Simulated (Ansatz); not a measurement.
SiC with arsenic replacing Si: gradients before and after relaxing the atoms

Start: a supercell of SiC (wurtzite type, P6_3mc) built from an entry of the Crystallography Open Database (COD), with all atoms left at the host's positions.

```yaml
crystal:
  lattice:
    - [6.15200, 0.00000, 0.00000]
    - [-4.61400, 7.99168, 0.00000]
    - [0.00000, 0.00000, 10.09600]
  atoms:
    - { symbol: As, position: [0.16667, 0.22222, 0.00000] }
    - { symbol: Si, position: [0.16667, 0.22222, 0.50000] }
    - { symbol: Si, position: [0.16667, 0.55556, 0.00000] }
    - { symbol: Si, position: [0.16667, 0.55556, 0.50000] }
    - { symbol: Si, position: [0.16667, 0.88889, 0.00000] }
    - { symbol: Si, position: [0.16667, 0.88889, 0.50000] }
    - { symbol: Si, position: [0.66667, 0.22222, 0.00000] }
    - { symbol: Si, position: [0.66667, 0.22222, 0.50000] }
    - { symbol: Si, position: [0.66667, 0.55556, 0.00000] }
    - { symbol: Si, position: [0.66667, 0.55556, 0.50000] }
    - { symbol: Si, position: [0.66667, 0.88889, 0.00000] }
    - { symbol: Si, position: [0.66667, 0.88889, 0.50000] }
    - { symbol: Si, position: [0.33333, 0.11111, 0.25000] }
    - { symbol: Si, position: [0.33333, 0.11111, 0.75000] }
    - { symbol: Si, position: [0.33333, 0.44444, 0.25000] }
    - { symbol: Si, position: [0.33333, 0.44444, 0.75000] }
    - { symbol: Si, position: [0.33333, 0.77778, 0.25000] }
    - { symbol: Si, position: [0.33333, 0.77778, 0.75000] }
    - { symbol: Si, position: [0.83333, 0.11111, 0.25000] }
    - { symbol: Si, position: [0.83333, 0.11111, 0.75000] }
    - { symbol: Si, position: [0.83333, 0.44444, 0.25000] }
    - { symbol: Si, position: [0.83333, 0.44444, 0.75000] }
    - { symbol: Si, position: [0.83333, 0.77778, 0.25000] }
    - { symbol: Si, position: [0.83333, 0.77778, 0.75000] }
    - { symbol: C, position: [0.16667, 0.22222, 0.19250] }
    - { symbol: C, position: [0.16667, 0.22222, 0.69250] }
    - { symbol: C, position: [0.16667, 0.55556, 0.19250] }
    - { symbol: C, position: [0.16667, 0.55556, 0.69250] }
    - { symbol: C, position: [0.16667, 0.88889, 0.19250] }
    - { symbol: C, position: [0.16667, 0.88889, 0.69250] }
    - { symbol: C, position: [0.66667, 0.22222, 0.19250] }
    - { symbol: C, position: [0.66667, 0.22222, 0.69250] }
    - { symbol: C, position: [0.66667, 0.55556, 0.19250] }
    - { symbol: C, position: [0.66667, 0.55556, 0.69250] }
    - { symbol: C, position: [0.66667, 0.88889, 0.19250] }
    - { symbol: C, position: [0.66667, 0.88889, 0.69250] }
    - { symbol: C, position: [0.33333, 0.11111, 0.44250] }
    - { symbol: C, position: [0.33333, 0.11111, 0.94250] }
    - { symbol: C, position: [0.33333, 0.44444, 0.44250] }
    - { symbol: C, position: [0.33333, 0.44444, 0.94250] }
    - { symbol: C, position: [0.33333, 0.77778, 0.44250] }
    - { symbol: C, position: [0.33333, 0.77778, 0.94250] }
    - { symbol: C, position: [0.83333, 0.11111, 0.44250] }
    - { symbol: C, position: [0.83333, 0.11111, 0.94250] }
    - { symbol: C, position: [0.83333, 0.44444, 0.44250] }
    - { symbol: C, position: [0.83333, 0.44444, 0.94250] }
    - { symbol: C, position: [0.83333, 0.77778, 0.44250] }
    - { symbol: C, position: [0.83333, 0.77778, 0.94250] }
```

Atoms are numbered from 1 in the order listed; like atoms form one site, named after its first atom.

Method: Kohn–Sham DFT in Ansatz, PBE, plane waves and PAW, scalar-relativistic, 420 eV cutoff, Γ-centred 4×3×2 k-points, Fermi–Dirac smearing 0.01 eV, cell charge +1.

The largest force at the start is 1.4 eV/Å. Relaxing the ions at fixed cell moves them by 0.054 Å at most (atom 38, C) and 0.030 Å rms.

```
site  atom  moved (Å)                   first shell before                    first shell after  V_zz before (10²¹ V/m²)  η before
  As     1      0.029                   4 C at 1.87–1.94 Å                   4 C at 1.92–1.94 Å                     3.04      0.20
 Si7     7      0.043                   4 C at 1.87–1.94 Å                   4 C at 1.87–1.89 Å                     1.22      0.54
Si10    10      0.023                   4 C at 1.87–1.94 Å                   4 C at 1.88–1.90 Å                     1.83      0.07
Si12    12      0.022                   4 C at 1.87–1.94 Å                   4 C at 1.88–1.90 Å                     1.83      0.10
Si13    13      0.049                   4 C at 1.87–1.94 Å                   4 C at 1.88–1.90 Å                     1.16      0.70
Si14    14      0.015                   4 C at 1.87–1.94 Å                   4 C at 1.87–1.92 Å                     2.67      0.04
Si15    15      0.050                   4 C at 1.87–1.94 Å                   4 C at 1.88–1.90 Å                     1.21      0.78
Si17    17      0.030                   4 C at 1.87–1.94 Å                   4 C at 1.88–1.89 Å                     1.40      0.04
Si19    19      0.049                   4 C at 1.87–1.94 Å                   4 C at 1.88–1.90 Å                     1.17      0.71
Si21    21      0.034                   4 C at 1.87–1.94 Å                   4 C at 1.88–1.89 Å                     1.44      0.13
Si23    23      0.031                   4 C at 1.87–1.94 Å                   4 C at 1.88–1.89 Å                     1.44      0.03
 C25    25      0.021       3 Si at 1.87 Å, 1 As at 1.94 Å       3 Si at 1.90 Å, 1 As at 1.94 Å                     2.41      0.03
 C31    31      0.021                  4 Si at 1.87–1.94 Å                  4 Si at 1.88–1.89 Å                     0.34      0.85
 C38    38      0.054  3 Si at 1.87–1.94 Å, 1 As at 1.87 Å  3 Si at 1.89–1.92 Å, 1 As at 1.93 Å                     2.16      0.07
 C40    40      0.054  1 As at 1.87 Å, 3 Si at 1.87–1.94 Å  3 Si at 1.90–1.91 Å, 1 As at 1.92 Å                     2.17      0.06
 C44    44      0.054  3 Si at 1.87–1.94 Å, 1 As at 1.87 Å  3 Si at 1.89–1.92 Å, 1 As at 1.93 Å                     2.17      0.08
```

(1) How do the gradients change?

Answers

(1) 

```json
{"site": "As", "atom": "1", "V_zz after": "-0.41", "η after": "0.13", "change of V_zz": "–"}
{"site": "Si7", "atom": "7", "V_zz after": "0.73", "η after": "0.93", "change of V_zz": "–"}
{"site": "Si10", "atom": "10", "V_zz after": "0.40", "η after": "0.51", "change of V_zz": "-1.43"}
{"site": "Si12", "atom": "12", "V_zz after": "0.42", "η after": "0.67", "change of V_zz": "-1.41"}
{"site": "Si13", "atom": "13", "V_zz after": "0.90", "η after": "0.38", "change of V_zz": "–"}
{"site": "Si14", "atom": "14", "V_zz after": "1.69", "η after": "0.16", "change of V_zz": "-0.98"}
{"site": "Si15", "atom": "15", "V_zz after": "1.01", "η after": "0.11", "change of V_zz": "–"}
{"site": "Si17", "atom": "17", "V_zz after": "-0.079", "η after": "0.47", "change of V_zz": "-1.48"}
{"site": "Si19", "atom": "19", "V_zz after": "0.91", "η after": "0.38", "change of V_zz": "–"}
{"site": "Si21", "atom": "21", "V_zz after": "0.19", "η after": "0.30", "change of V_zz": "–"}
{"site": "Si23", "atom": "23", "V_zz after": "-0.078", "η after": "0.90", "change of V_zz": "-1.52"}
{"site": "C25", "atom": "25", "V_zz after": "2.60", "η after": "0.00", "change of V_zz": "+0.19"}
{"site": "C31", "atom": "31", "V_zz after": "0.26", "η after": "0.27", "change of V_zz": "-0.08"}
{"site": "C38", "atom": "38", "V_zz after": "2.35", "η after": "0.07", "change of V_zz": "+0.19"}
{"site": "C40", "atom": "40", "V_zz after": "2.38", "η after": "0.07", "change of V_zz": "+0.21"}
{"site": "C44", "atom": "44", "V_zz after": "2.35", "η after": "0.08", "change of V_zz": "+0.18"}
```

The largest change of V_zz along a kept axis is on Si23, from 1.44 to -0.078. The whole tensor moves most on As, by 2.86 along its most changed direction. In per cent, |V_zz| changes by -78 to -37 on Si, +8 to +10 on C (all sites that start above 0.5, bar those whose gradient vanishes or changes sign or whose main axis turns by over 40°). Where |V_zz| stays above 0.1 and the axes keep their order, η moves most on C31, from 0.85 to 0.27. V_zz changes sign on Si23 (axis turned by 14°), Si17 (same axis). On As, Si21, Si7, Si15, Si19, Si13, Si11, Si5 and 5 more sites (not all in the table) the largest principal value lies along another axis in the second run, so the two V_zz can't be compared directly. The table leaves out 32 of the 48 sites, with |V_zz| up to 2.66; their tensors move by 1.47 at most along any direction. The statements above cover all sites. The host's own positions weren't relaxed first, so part of the change far from the defect can be the host's relaxation.

The defect repeats with the cell of 48 atoms, so it feels its images: sites between two images don't show the values beside a lone defect, and zeros or small values of η there can come from the images' arrangement. C and Si carry a gradient in the pure host already, so the values there aren't the defect's effect alone. A uniform background compensates the cell's charge. The cell keeps the host's lattice, where the PBE pressure is 6 GPa (in a charged cell this depends on the convention for the mean potential).
Before: Forces reach 0.8 eV/Å even beyond 5.5 Å from the defect, so the host's positions may themselves be off equilibrium. The neighbours have not yet relaxed around the defect (largest force 1.4 eV/Å), so a real crystal will differ.
